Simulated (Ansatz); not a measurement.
# What internal relaxation does to the elastic constants of Ni$_{3}$O$_{2}$

These are results of DFT PBEsol, scalar-relativistic, plane waves, PAW in Ansatz 0.2.0, not measurements. Settings: 420 eV plane-wave cutoff, Γ-centred 12×12×12 mesh, Fermi-Dirac smearing of 0.15 eV. No spin polarisation.

The cell, relaxed at this level:
```xyz
5
Lattice="2.8548 1.6482 1.9196 -2.8548 1.6482 1.9196 0.0000 -3.2965 1.9196" Properties=species:S:1:pos:R:3 pbc="T T T"
Ni    1.4274   -2.4724    2.8794
Ni    1.4274    2.4724    2.8794
Ni   -2.8549    0.0000    2.8794
O     0.0000    0.0000    1.5963
O     0.0000    0.0000    4.1625
```

The cell was built by swapping an element in a database structure (itself possibly hypothetical) and relaxing; it need not be the stable form of this composition. In a metal, frequencies and elastic constants depend on the k mesh and the smearing, soft modes and shear constants most. Spin polarisation was left out, and a magnetic state may lie lower. A semilocal functional can close a gap that the real compound has.

Clamped-ion constants (GPa, Voigt order; atoms follow the strain homogeneously):
```
359.2 167.2 114.6 -70.4   0.0   0.0
167.2 359.2 114.6  70.4   0.0   0.0
114.6 114.6 138.2   0.0   0.0   0.0
-70.5  70.5   0.0  83.2   0.0   0.0
  0.0   0.0   0.0   0.0  83.2 -70.5
  0.0   0.0   0.0   0.0 -70.4  96.0
```

What are the constants once the atoms relax in each strained cell?

Answers

C11 = 110.3, C12 = 97.0, C13 = 76.7, C14 = -10.0, C22 = 110.3, C23 = 76.7, C24 = 10.0, C33 = 129.2, C44 = 42.2, C55 = 42.2, C56 = -10.0, C66 = 6.7 GPa; the others vanish.
The Voigt shear modulus goes from 83.2 to 24.9 GPa and the Voigt bulk modulus from 183.3 to 94.5 GPa. Relaxation subtracts ΛᵀK⁻¹Λ/V, with Λ the forces that a strain puts on the atoms and K the zone-centre force constants. At a stable cell this can only lower the diagonal constants, and it acts only for strains that share their symmetry with an optical mode; elsewhere, and where the coupling is weak, the constants hardly move.